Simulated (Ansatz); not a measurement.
Calculated 57Fe Mössbauer parameters for FeP₃H₆O₆

Cell: a measured structure from the Crystallography Open Database (COD), its atoms then relaxed with PBE in this cell.

```yaml
crystal:
  lattice:
    - [5.64000, 3.25626, 3.21250]
    - [-5.64000, 3.25626, 3.21250]
    - [0.00000, -6.51251, 3.21250]
  atoms:
    - { symbol: Fe, position: [0.00000, 0.00000, 0.00000] }
    - { symbol: Fe, position: [0.50000, 0.50000, 0.50000] }
    - { symbol: H, position: [0.57162, 0.23178, 0.93342] }
    - { symbol: H, position: [0.93342, 0.57162, 0.23178] }
    - { symbol: H, position: [0.23178, 0.93342, 0.57162] }
    - { symbol: H, position: [0.42838, 0.76822, 0.06658] }
    - { symbol: H, position: [0.06658, 0.42838, 0.76822] }
    - { symbol: H, position: [0.76822, 0.06658, 0.42838] }
    - { symbol: H, position: [0.34023, 0.38957, 0.97115] }
    - { symbol: H, position: [0.97115, 0.34023, 0.38957] }
    - { symbol: H, position: [0.38957, 0.97115, 0.34023] }
    - { symbol: H, position: [0.65977, 0.61043, 0.02885] }
    - { symbol: H, position: [0.02885, 0.65977, 0.61043] }
    - { symbol: H, position: [0.61043, 0.02885, 0.65977] }
    - { symbol: P, position: [0.43518, 0.25727, 0.04308] }
    - { symbol: P, position: [0.04308, 0.43518, 0.25727] }
    - { symbol: P, position: [0.25727, 0.04308, 0.43518] }
    - { symbol: P, position: [0.56482, 0.74273, 0.95692] }
    - { symbol: P, position: [0.95692, 0.56482, 0.74273] }
    - { symbol: P, position: [0.74273, 0.95692, 0.56482] }
    - { symbol: O, position: [0.28463, 0.06159, 0.00097] }
    - { symbol: O, position: [0.00097, 0.28463, 0.06159] }
    - { symbol: O, position: [0.06159, 0.00097, 0.28463] }
    - { symbol: O, position: [0.71537, 0.93841, 0.99903] }
    - { symbol: O, position: [0.99903, 0.71537, 0.93841] }
    - { symbol: O, position: [0.93841, 0.99903, 0.71537] }
    - { symbol: O, position: [0.54878, 0.34740, 0.25672] }
    - { symbol: O, position: [0.25672, 0.54878, 0.34740] }
    - { symbol: O, position: [0.34740, 0.25672, 0.54878] }
    - { symbol: O, position: [0.45122, 0.65260, 0.74328] }
    - { symbol: O, position: [0.74328, 0.45122, 0.65260] }
    - { symbol: O, position: [0.65260, 0.74328, 0.45122] }
```

Sites (sets of like atoms) are named by element and the number of their first atom in this list.

Level of theory: DFT, PBE, plane waves and PAW, scalar-relativistic, collinear spin, 420 eV cutoff, Γ-centred 5×5×5 k-points, Fermi–Dirac smearing 0.05 eV (Ansatz 0.2.0). Start moments as typed (μB): 3 -3 0 0 0 0 0 0 0 0 0 0 0 0 0 0 0 0 0 0 0 0 0 0 0 0 0 0 0 0 0 0 by atom.

Isomer shifts (against α-Fe) follow from the electron density at the nucleus, δ = α(ρ − ρ₀), with α = -0.366 mm s⁻¹ a₀³ and ρ₀ = 14904.00 a₀⁻³ from a line fitted to 10 measured compounds at this level of theory (rms miss 0.11 mm/s). ΔE_Q = ½eQV_zz(1 + η²/3)^½ with Q = 0.160 b for the 14.4 keV state. B_c is the Fermi-contact field along the atom's own moment; orbital and dipolar fields are not included.

Problem. Give the isomer shift and quadrupole splitting and contact field of each Fe site.

Solution. 

```json
{"site": "Fe1", "atoms": "1", "first shell": "6 O at 2.02 Å", "ρ − ρ₀ (a₀⁻³)": "-1.74", "δ (mm/s)": "0.64", "ΔE_Q (mm/s)": "-0.09", "η": "0.00", "|m| (μB)": "3.87", "B_c (T)": "-34.5"}
{"site": "Fe2", "atoms": "2", "first shell": "6 O at 2.02 Å", "ρ − ρ₀ (a₀⁻³)": "-1.81", "δ (mm/s)": "0.66", "ΔE_Q (mm/s)": "-0.12", "η": "0.00", "|m| (μB)": "3.88", "B_c (T)": "-34.9"}
```

The shift of Fe1 is typical of high-spin Fe(III).

With these PAW files V_zz is typically within 2 to 3 % of all-electron values, but misses above 10 % occur on Fe. The magnetic order is the one that the run reached from its start moments, not necessarily the measured one. Semilocal functionals underestimate the core's spin polarisation, so contact fields of ionic iron come out too small in magnitude.
